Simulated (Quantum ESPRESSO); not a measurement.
Empty bands for a GW run on Ba2MgWO6 (space group Fm-3m, No. 225): 217 bands on a 2×2×2 mesh, PBEsol, PseudoDojo standard norm-conserving files, scalar-relativistic, Quantum ESPRESSO. The input, in which only the diagonalization keyword changes:

```
&CONTROL
  calculation = 'nscf'
  pseudo_dir = './pseudo'
  outdir = './out'
/
&SYSTEM
  ibrav = 0
  nat = 10
  ntyp = 4
  ecutwfc = 84.0
  ecutrho = 336.0
  occupations = 'fixed'
  force_symmorphic = .true.
  nbnd = 217
/
&ELECTRONS
  conv_thr = 1e-08
  diago_full_acc = .true.
  diago_thr_init = 1e-08
  diagonalization = 'david'
/
ATOMIC_SPECIES
O 15.9990 O.upf
Mg 24.3050 Mg.upf
Ba 137.3270 Ba.upf
W 183.8400 W.upf
CELL_PARAMETERS angstrom
  0.000000000000   4.118180000000   4.118180000000
  4.118180000000   0.000000000000   4.118180000000
  4.118180000000   4.118180000000   0.000000000000
ATOMIC_POSITIONS crystal
O   0.761320000000   0.761320000000   0.238680000000
O   0.238680000000   0.238680000000   0.761320000000
O   0.238680000000   0.761320000000   0.761320000000
O   0.761320000000   0.238680000000   0.238680000000
O   0.761320000000   0.238680000000   0.761320000000
O   0.238680000000   0.761320000000   0.238680000000
Mg   0.500000000000   0.500000000000   0.500000000000
Ba   0.750000000000   0.750000000000   0.750000000000
Ba   0.250000000000   0.250000000000   0.250000000000
W   0.000000000000   0.000000000000   0.000000000000
K_POINTS automatic
2 2 2 0 0 0
```

```tsv
diagonalization	mean iterations per k point	rough time	largest change of an eigenvalue (eV)
david	36	1	–
cg	52	about 4×	8e-07
paro	20	within a factor of two	1e-08
```

An iteration means different work in each solver, so the counts don't rank them. Times are rough ratios from shared machines.

Spin-orbit coupling is not included.

Geometry of the Materials Project entry, not relaxed at this level.
